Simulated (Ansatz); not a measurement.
Question: Name crystals whose computed values (DFT-HSE06 in the program Ansatz with PAW potentials) fall in these windows: B₀ by P(V) fit (GPa) 210 to 260; gap (eV) 2.2 to 2.9.

Answer: 

```json
[
 {"crystal": "GaN, NiAs type", "B₀ by P(V) fit (GPa)": "237", "gap (eV)": "2.69"},
 {"crystal": "NbAgO3, cubic perovskite", "B₀ by P(V) fit (GPa)": "216", "gap (eV)": "2.73"}
]
```
Others may fit too.

Not the usual ambient phase: GaN, NiAs type. Standing as an ambient phase not checked: NbAgO3, cubic perovskite. All cells were relaxed under the symmetry of their starts (and spin orders); stability against distortions was not tested throughout. Rows with no word on spin ran without spin polarisation. Spin–orbit coupling is left out wherever it is not named.

Potentials: the later of the program's two PAW sets.
